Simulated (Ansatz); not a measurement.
## Fixed-spin-moment curve of CoO

Computed with DFT PBEsol, scalar-relativistic, plane waves, PAW in Ansatz.

```
Co O
1.0
     2.57246    0.00000    0.00000
     0.00000    2.57246    0.00000
     0.00000    0.00000    2.57246
Co O
1 1
Direct
  0.00000 0.00000 0.00000
  0.50000 0.50000 0.50000
```

```
plane-wave cutoff : 420 eV
Γ-centred k-mesh  : 16×16×16
occupation rule   : Gaussian smearing, 0.1 eV
```

The total moment of the cell is held at each value, at fixed atoms.

Site moments are spin moments in atom-centred spheres that scale with the neighbour distance.

```csv
held moment (μB/cell),E above lowest (meV/atom),P (GPa),site moments (μB)
0.00,235.4,-15.5,none over 0.05
0.50,217.1,-14.8,Co +0.49
1.00,179.2,-13.6,Co +0.95
1.50,136.5,-11.5,"Co +1.37, O +0.11"
2.00,86.7,-8.6,"Co +1.77, O +0.20"
2.50,38.1,-4.8,"Co +2.13, O +0.33"
3.00,0.0,0.0,"Co +2.47, O +0.49"
3.50,560.0,19.0,"Co +2.67, O +0.68"
4.00,1347.8,37.0,"Co +2.91, O +0.83"
```

This CsCl-type form isn't the usual stable structure of the compound.

Cost: 9 runs of about 2.7 core-minutes in all, on Intel Xeon Processor @ 2.50GHz (Skylake/Cascade Lake) (shared hosts).